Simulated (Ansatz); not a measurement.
ZrPt₃:
```
CELL_PARAMETERS angstrom
      5.68809     0.00000     0.00000
     -2.84404     4.92603     0.00000
      0.00000     0.00000     9.29685
ATOMIC_POSITIONS crystal
  Zr 0.00000 0.00000 0.50000
  Zr 0.00000 0.00000 0.00000
  Zr 0.33333 0.66667 0.25000
  Zr 0.66667 0.33333 0.75000
  Pt 0.50000 0.50000 0.50000
  Pt 0.00000 0.50000 0.00000
  Pt 0.50000 0.00000 0.50000
  Pt 0.50000 0.50000 0.00000
  Pt 0.00000 0.50000 0.50000
  Pt 0.50000 0.00000 0.00000
  Pt 0.82982 0.65964 0.25000
  Pt 0.17018 0.34036 0.75000
  Pt 0.17018 0.82982 0.75000
  Pt 0.82982 0.17018 0.25000
  Pt 0.34036 0.17018 0.25000
  Pt 0.65964 0.82982 0.75000
```

Relaxed with r²SCAN. Special points in fractions of this cell's reciprocal vectors: Γ (0.000, 0.000, 0.000); M (0.500, 0.000, 0.000); K (0.333, 0.333, 0.000); A (0.000, 0.000, 0.500); L (0.500, 0.000, 0.500); H (0.333, 0.333, 0.500).

**Question.** List the band energies nearest the Fermi level at these points for plane-wave PAW r²SCAN with spin–orbit coupling (Ansatz code).

**Answer.** In eV from the Fermi level; about four levels below and three above (degenerate sets whole), none deeper than 8.9 eV; points with the same levels are listed once.

```tsv
k	below	above
Γ	-0.21 -0.21 -0.08 -0.08	0.16 0.16 0.39 0.39
M	-0.52 -0.52 -0.38 -0.38	0.20 0.20 0.68 0.68
K	-0.80 -0.80 -0.16 -0.16	0.66 0.66 1.08 1.08
A	-0.08 -0.08 -0.08 -0.08	1.03 1.03 1.03 1.03
L	-0.26 -0.26 -0.26 -0.26	0.38 0.38 0.38 0.38
H	-0.68 -0.68 -0.68 -0.68	0.60 0.60 0.61 0.61
```

Space group P6_3/mmc. The first step of the workflow began from a Materials Project structure, measured or hypothetical; the Crystallography Open Database copy checked does not list it. COD files the formula under space group No. 221. Its standing as an ambient phase is unchecked. The r²SCAN relaxation kept the symmetry of its start; its stability against distortions is not shown here. No spin polarisation was allowed.

Potentials: the later of the program's two PAW sets.
